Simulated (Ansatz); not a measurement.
## Zr$_{2}$O: tetragonal deformation path

All numbers below come from DFT r2SCAN, scalar-relativistic, plane waves, PAW (Ansatz). Cutoff 500 eV, Γ-centred 12×12×12 k-points, Gaussian smearing of 0.15 eV. No spin polarisation. Energies are free energies at this smearing, counted from the undisturbed cell; pressure is positive in compression.

Zero of the scan (relaxed at this level; with this scan's settings it stands at -0.1 GPa; it needn't be the usual structure):

```
Zr O
1.0
     4.84573    0.00000    0.00000
     0.00000    4.84573    0.00000
     0.00000    0.00000    4.84573
Zr O
4 2
Cartesian
  1.2114 1.2114 3.6343
  3.6343 1.2114 1.2114
  1.2114 3.6343 1.2114
  3.6343 3.6343 3.6343
  0.0000 0.0000 0.0000
  2.4229 2.4229 2.4229
```

At fixed volume and fractional coordinates, lengths along (0.000, 0.000, 1.000) are scaled against those across it; ρ is that ratio over its starting value. The cell is metallic on the mesh throughout.

```tsv
ρ	ΔE (meV/atom)
0.707	208.0
0.850	58.7
1.000	0.0
1.200	104.6
1.414	398.8
```